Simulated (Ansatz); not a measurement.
Al2ZnSe4 (space group I-4)

```cif
data_Al4Se8Zn2
_chemical_formula_sum 'Al4 Zn2 Se8'
_space_group_name_H-M_alt 'I-4'
_space_group_IT_number 82
_space_group_name_Hall 'I -4'
_cell_length_a 5.51585
_cell_length_b 5.51585
_cell_length_c 10.82962
_cell_angle_alpha 90.000
_cell_angle_beta 90.000
_cell_angle_gamma 90.000
loop_
_atom_site_label
_atom_site_type_symbol
_atom_site_symmetry_multiplicity
_atom_site_Wyckoff_symbol
_atom_site_fract_x
_atom_site_fract_y
_atom_site_fract_z
_atom_site_occupancy
Al1 Al 2 d 0.50000 0.00000 0.25000 1
Al2 Al 2 b 0.00000 0.00000 0.50000 1
Zn1 Zn 2 a 0.00000 0.00000 0.00000 1
Se1 Se 8 g 0.23370 0.25866 0.36644 1
```
(The calculation used a cell of 7 atoms; values per cell refer to that cell.)

Equation-of-state scan: isotropic scaling of the cell above, V₀ being its volume. The atoms relax within the cell's symmetry.

All values below come from PBEsol (plane waves to 420 eV, PAW, scalar-relativistic; Ansatz, a program for electronic structure). k mesh 9×9×9 (Γ-centred), Fermi-Dirac smearing 0.05 eV. Energies are smeared free energies. With the shape held, the modulus is that of even scaling; a crystal free to change shape is softer. Al2ZnSe4 was relaxed with its symmetry unable to fall. The zero of ΔE is the relaxed starting cell.

```tsv
V (Å³/atom)	ΔE (meV/atom)
21.181	38.6
21.770	20.5
22.358	8.7
22.946	2.1
23.535	0.0
24.123	1.9
24.712	7.2
25.300	15.4
25.888	26.3
```

### Question
What is the fitted pressure derivative B₀′?

### Answer
4.8.

### Question
What bulk modulus at fixed cell shape B₀ follows from a third-order Birch-Murnaghan fit?

### Answer
43.0 GPa. Check by three points about V = 23.535 Å³/atom, step 0.588: d²E/dV² ≈ (2.1 − 2·0.0 + 1.9) meV / 0.588² = 0.0116 eV/Å⁶, and V·d²E/dV² × 160.2 = 43.6 GPa.

(Under strain, the slope of the energy per volume gives the stress and its curvature an elastic modulus.)
